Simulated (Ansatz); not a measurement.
A geometry of ZrS2 away from equilibrium: the start of the relaxation of a relaxed ZrS2 cell squeezed uniformly to 80 % of its volume. Computed with PBE (plane waves to 420 eV, PAW, scalar-relativistic; Ansatz, a program for electronic structure). Γ-centred k-mesh 8×8×4 on the run's cell (coarser than for final values), Fermi–Dirac smearing 0.05 eV.

```xyz
3
Lattice="3.4210 0.0000 0.0000 -1.7105 2.9627 0.0000 0.0000 0.0000 6.2804" Properties=species:S:1:pos:R:3 pbc="T T T"
Zr     0.0000     0.0000     0.0000
S      0.0000     1.9751     1.3444
S      1.7105     0.9876     4.9359
```

Q: Give the Cartesian forces on all atoms (eV/Å).

A: 
```json
[
 {"atom": "Zr1", "Fx": "0.00", "Fy": "0.00", "Fz": "0.00"},
 {"atom": "S2", "Fx": "0.00", "Fy": "0.00", "Fz": "3.43"},
 {"atom": "S3", "Fx": "0.00", "Fy": "0.00", "Fz": "-3.43"}
]
```

Q: What is the pressure?

A: +27.5 GPa, compression positive.

Q: How far above the relaxed end point is this geometry?

A: 0.38 eV/atom; the path ends in P-3m1 (No. 164) (CdI2 type).

No spin polarisation in the result. Without a van der Waals term the distances between weakly bound units are poorly fixed.

The run could not lose the symmetry of its start.

Without dispersion the volume is uncertain too.
